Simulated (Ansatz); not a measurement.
This cell of Ge (diamond) is off equilibrium:

```yaml
crystal:
  lattice:
    - [0.00000, 3.02723, 3.02723]
    - [3.02723, 0.00000, 3.02723]
    - [3.02723, 3.02723, 0.00000]
  atoms:
    - { symbol: Ge, position: [0.50000, 0.50000, 0.50000] }
    - { symbol: Ge, position: [0.75000, 0.75000, 0.75000] }
```

Calculation: PBE (plane waves to 420 eV, PAW, scalar-relativistic; Ansatz, a first-principles code). k mesh 14×14×14 (Γ-centred), Fermi-Dirac smearing 0.05 eV. Energies are smeared free energies. Stress and pressure are positive under compression. Ge was relaxed with its symmetry unable to fall. The PAW data are Ansatz's earlier set.

Question: What is the stress tensor (GPa)?

Answer: 
```
   -6.1      0.0      0.0
    0.0     -6.1      0.0
    0.0      0.0     -6.1
```
The pressure, a third of the trace, is -6.1 GPa.

Question: It is the relaxed cell scaled evenly to V/V₀ = 1.160, atoms relaxed where free. What is its energy relative to the relaxed cell?

Answer: 84 meV/atom.

(A scan under strain: stresses follow from slopes of the energy per volume, elastic moduli from its curvatures.)
